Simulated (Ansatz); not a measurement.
# Stability checks on a candidate for Pd2PtSe6

The structure comes from a generated guess, relaxed at this level; another structure or a mixture of phases may lie lower.

All numbers below come from DFT PBE, scalar-relativistic, plane waves, PAW (Ansatz 0.2.0). Settings of the last relaxation (9-atom cell): 420 eV, 6×6×8 k points, Gaussian smearing of 0.10 eV, no spin polarisation.

```xyz
9
Lattice="6.5775 0.0000 0.0000 -3.2887 5.6963 0.0000 0.0000 0.0000 5.0319" Properties=species:S:1:pos:R:3 pbc="T T T"
Pd    3.2887    1.8988    0.0000
Pd    0.0000    3.7975    0.0000
Pt    0.0000    0.0000    0.0000
Se   -1.0883    1.8851    1.2908
Se    2.2004    3.8112    1.2908
Se    2.1767    0.0000    1.2908
Se    1.0883    1.8851    3.7411
Se   -2.2004    3.8112    3.7411
Se    4.4008    0.0000    3.7411
```

Energies over the elements count from the elements' standard structures at the same level, with no fitted energy shifts.

Problem. These tests were run: energy against the elements; phonons at Γ; elastic tensor. What do they show?

Solution.

```
                       test                       result
energy against the elements                −0.31 eV/atom
               phonons at Γ  lowest optical mode 96 cm⁻¹
             elastic tensor      least eigenvalue 13 GPa
```

It fails none of these tests outright. Whether a mixture of other phases lies lower isn't tested here. Phonons away from Γ weren't computed. Undecided within the accuracy: elastic tensor.

Weakly bound directions are ill-defined at this level, which has no dispersion term. Spin–orbit coupling, which can matter for Pt, is left out. The reference form of Se is held partly by dispersion forces, which this level lacks. The run for the phonons used a 6×6×8 k mesh and Fermi–Dirac smearing of 0.15 eV. The run for the elastic tensor used a 6×6×8 k mesh and Fermi–Dirac smearing of 0.15 eV.
